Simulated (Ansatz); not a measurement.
Space group R-3c:H (No. 167). a = 5.185 Å, b = 5.185 Å, c = 13.688 Å, α = 90.00°, β = 90.00°, γ = 120.00°
| atom | site | symmetry | x | y | z |
| --- | --- | --- | --- | --- | --- |
| Li | 6a | 32 | 0.3333 | 0.6667 | 0.4167 |
| Nb | 6b | -3. | 0.0000 | 0.0000 | 0.5000 |
| O | 18e | .2 | 0.3784 | 0.0000 | 0.2500 |

Equation of state of this LiNbO₃ structure (not necessarily the ground state), with shape and atoms relaxed at each volume where symmetry leaves them free. Method: Ansatz 0.2.0, DFT r2SCAN, scalar-relativistic, plane waves, PAW.

Cutoff 500 eV; k points 6×6×6 on the computed 10-atom cell (Γ-centred); Gaussian smearing, width 0.02 eV; no spin polarisation.

| V (Å³/atom) | E − E(largest V) (meV/atom) | P (GPa) | gap on mesh (eV) |
| --- | --- | --- | --- |
| 9.985 | 4.57 | 11.44 | 3.15 |
| 10.304 | -11.81 | 5.23 | 3.08 |
| 10.623 | -16.85 | -0.02 | 2.98 |
| 10.941 | -12.38 | -4.41 | 2.87 |
| 11.260 | 0.00 | -8.03 | 2.78 |

Problem. Fit a third-order Birch–Murnaghan equation to E(V).

Solution. V0 = 10.62 Å³/atom, B0 = 159 GPa, B0' = 5.0.

This form isn't the usual stable structure of the compound.

Cost: 5 runs of about 7.2 core-minutes in all, on Intel Xeon Platinum 8259CL (Skylake/Cascade Lake) (shared hosts).